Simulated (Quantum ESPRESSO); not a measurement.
**Band energies of MgS**

```xyz
2
Lattice="0.0000 2.5915 2.5915 2.5915 0.0000 2.5915 2.5915 2.5915 0.0000" Properties=species:S:1:pos:R:3 pbc="T T T"
Mg     0.0000     0.0000     0.0000
S      2.5915     2.5915     2.5915
```

norm-conserving PBEsol (Quantum ESPRESSO, 84 Ry, no spin-orbit coupling); path ΓXWKΓLUWLK,UX; energies in eV from the valence-band maximum.

| k (1/Å) | point | band 4 | band 5 | band 6 | band 7 | band 8 | band 9 | band 10 | band 11 |
|---|---|---|---|---|---|---|---|---|---|
| 0.00 | Γ | -41.32 | -12.75 | 0.00 | 0.00 | 0.00 | 3.68 | 7.84 | 7.84 |
| 0.33 |  | -41.32 | -12.50 | -1.18 | -0.39 | -0.39 | 4.99 | 6.72 | 8.26 |
| 0.66 |  | -41.32 | -11.86 | -2.87 | -1.11 | -1.11 | 4.66 | 5.26 | 8.56 |
| 0.99 |  | -41.33 | -11.18 | -4.05 | -1.62 | -1.62 | 3.07 | 4.39 | 11.12 |
| 1.21 | X | -41.33 | -11.01 | -4.31 | -1.73 | -1.73 | 2.73 | 4.22 | 11.98 |
| 1.33 |  | -41.33 | -11.00 | -4.27 | -1.84 | -1.81 | 2.91 | 4.42 | 11.72 |
| 1.70 |  | -41.33 | -10.96 | -3.67 | -2.93 | -2.37 | 4.87 | 6.76 | 8.47 |
| 1.82 | W | -41.33 | -10.96 | -3.32 | -3.32 | -2.42 | 5.25 | 7.85 | 7.85 |
| 2.10 |  | -41.33 | -10.99 | -3.75 | -3.24 | -1.65 | 4.19 | 6.69 | 9.17 |
| 2.25 | K | -41.32 | -11.00 | -3.80 | -3.27 | -1.40 | 3.83 | 6.61 | 9.65 |
| 2.44 |  | -41.32 | -11.12 | -3.83 | -3.25 | -1.07 | 4.57 | 7.88 | 8.60 |
| 2.74 |  | -41.32 | -11.60 | -3.64 | -2.14 | -0.53 | 5.86 | 7.39 | 7.55 |
| 3.04 |  | -41.32 | -12.22 | -2.37 | -0.96 | -0.16 | 5.64 | 7.06 | 7.82 |
| 3.33 |  | -41.32 | -12.66 | -0.63 | -0.16 | -0.02 | 4.24 | 7.52 | 7.98 |
| 3.53 | Γ | -41.32 | -12.75 | 0.00 | 0.00 | 0.00 | 3.68 | 7.84 | 7.84 |
| 3.64 |  | -41.32 | -12.72 | -0.21 | -0.02 | -0.02 | 3.86 | 7.75 | 7.89 |
| 3.95 |  | -41.32 | -12.36 | -2.16 | -0.24 | -0.24 | 4.88 | 7.75 | 8.01 |
| 4.37 |  | -41.32 | -11.56 | -4.56 | -0.56 | -0.56 | 4.51 | 6.97 | 6.97 |
| 4.58 | L | -41.32 | -11.39 | -4.95 | -0.60 | -0.60 | 4.41 | 6.81 | 6.81 |
| 4.69 |  | -41.32 | -11.37 | -4.92 | -0.76 | -0.64 | 4.58 | 6.64 | 6.90 |
| 5.01 |  | -41.32 | -11.19 | -4.43 | -2.27 | -1.01 | 4.81 | 6.88 | 8.09 |
| 5.32 | U | -41.32 | -11.00 | -3.80 | -3.27 | -1.40 | 3.83 | 6.61 | 9.65 |
| 5.65 |  | -41.33 | -10.96 | -3.53 | -3.19 | -2.27 | 5.05 | 7.17 | 8.27 |
| 5.75 | W | -41.33 | -10.96 | -3.32 | -3.32 | -2.42 | 5.25 | 7.85 | 7.85 |
| 5.92 |  | -41.33 | -11.00 | -3.68 | -3.13 | -2.03 | 5.25 | 7.12 | 8.14 |
| 6.18 |  | -41.32 | -11.18 | -4.41 | -2.20 | -1.18 | 5.52 | 6.00 | 8.35 |
| 6.44 |  | -41.32 | -11.35 | -4.86 | -0.99 | -0.69 | 4.82 | 6.41 | 7.06 |
| 6.61 | L | -41.32 | -11.39 | -4.95 | -0.60 | -0.60 | 4.41 | 6.81 | 6.81 |
| 6.69 |  | -41.32 | -11.38 | -4.93 | -0.70 | -0.62 | 4.52 | 6.70 | 6.87 |
| 6.94 |  | -41.32 | -11.26 | -4.63 | -1.77 | -0.87 | 5.10 | 6.38 | 7.63 |
| 7.19 |  | -41.32 | -11.08 | -4.02 | -3.01 | -1.22 | 4.26 | 7.29 | 8.91 |
| 7.35 | K | -41.32 | -11.00 | -3.80 | -3.27 | -1.40 | 3.83 | 6.61 | 9.65 |
| 7.35 | U | -41.32 | -11.00 | -3.80 | -3.27 | -1.40 | 3.83 | 6.61 | 9.65 |
| 7.78 | X | -41.33 | -11.01 | -4.31 | -1.73 | -1.73 | 2.73 | 4.22 | 11.98 |

The PBEsol gap is indirect, 2.73 eV, from Γ to X; the smallest direct gap is 3.68 eV.

Geometry relaxed with PBEsol.
